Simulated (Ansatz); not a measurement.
GaN (zinc blende), relaxed with PBE (Ansatz, an electronic-structure program, plane waves, PAW): a = b = c = 4.549 Å, α = β = γ = 90.00°.

| Property | Value |
|---|---|
| gap (eV) | 1.54 |
| ΔH_f (eV/atom) | -0.43 |
| B₀ by P(V) fit (GPa) | 171 |
| electron conductivity mass (mₑ) | 0.14 |

### Question
The same phase is relaxed and computed with r²SCAN in the same code. What are the cell and these values now?

### Answer
a = b = c = 4.4981 Å, α = β = γ = 90.00°.

* **gap (eV)**: 2.17
* **ΔH_f (eV/atom)**: -0.64
* **B₀ by P(V) fit (GPa)**: 196
* **electron conductivity mass (mₑ)**: 0.17

All cells were relaxed under the symmetry of their starts (and spin orders); stability against distortions was not tested throughout. Spin–orbit coupling is left out wherever it is not named.

Potentials: the earlier of the program's two PAW sets.

Ansatz is a plane-wave DFT program.

Formation energies count from the lowest solids of the elements computed at the same level, not from gases.
